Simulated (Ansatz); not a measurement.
Cu$_{3}$PdN:
```xyz
5
Lattice="3.8198 0.0000 0.0000 0.0000 3.8198 0.0000 0.0000 0.0000 3.8198" Properties=species:S:1:pos:R:3 pbc="T T T"
Cu     1.9099     0.0000     0.0000
Cu     0.0000     1.9099     0.0000
Cu     0.0000     0.0000     1.9099
Pd     1.9099     1.9099     1.9099
N      0.0000     0.0000     0.0000
```

Relaxed with PBEsol. Special points in fractions of this cell's reciprocal vectors: Γ (0.000, 0.000, 0.000); X (0.000, 0.500, 0.000); M (0.500, 0.500, 0.000); R (0.500, 0.500, 0.500).

Task: List the band energies nearest the Fermi level at these points for DFT-PBEsol in the program Ansatz with PAW potentials.

Result: In eV from the Fermi level; about four levels below and three above (degenerate sets whole), none deeper than 8.9 eV; points with the same levels are listed once.

```json
[
 {"k": "Γ", "below": "-1.03 -1.03 -1.03 -0.02", "above": "4.69 4.69 4.69"},
 {"k": "X", "below": "-1.90 -1.90 -1.85 -1.74 -1.06", "above": "0.45 2.00 5.36 5.36"},
 {"k": "M", "below": "-1.86 -1.86 -1.85 -1.28", "above": "0.18 3.52 3.52"},
 {"k": "R", "below": "-1.29 -1.29 -1.07 -1.07 -1.07", "above": "0.34 0.34 0.34"}
]
```

Space group Pm-3m (anti-perovskite). The workflow started from a Materials Project entry (that database holds measured and hypothetical structures alike); the Crystallography Open Database copy checked does not list it. Its standing as an ambient phase is unchecked. The PBEsol relaxation kept the symmetry of its start; whether a distortion lowers the energy is not shown. The run is not spin-polarised. A small band overlap can be real or an error of a semilocal functional. Spin–orbit coupling is left out wherever it is not named.

Potentials: the later of the program's two PAW sets.
